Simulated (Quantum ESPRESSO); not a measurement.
```
KLuO2
1.0
    1.71065     0.98764     6.25488
   -1.71065     0.98764     6.25488
    0.00000    -1.97529     6.25488
O K Lu
2 1 1
Cartesian
  0.00000   0.00000   4.25377
  0.00000   0.00000  14.51087
  0.00000   0.00000   0.00000
  0.00000   0.00000   9.38232
```

The PBEsol cell relaxed from Materials Project entry mp-1178135 was given an isotropic strain of +2 % on all lattice vectors, and the atoms were relaxed again.

Task: What does PBEsol (Quantum ESPRESSO, PseudoDojo norm-conserving, 100 Ry, no spin-orbit coupling) give for the electronic structure near the Fermi level?

Result: The PBEsol gap is direct, 3.32 eV at Γ. The 4f states are in the valence at their DFT position.

The structure is a Materials Project entry; no match was found in the copy of COD used, and its stability was not checked.
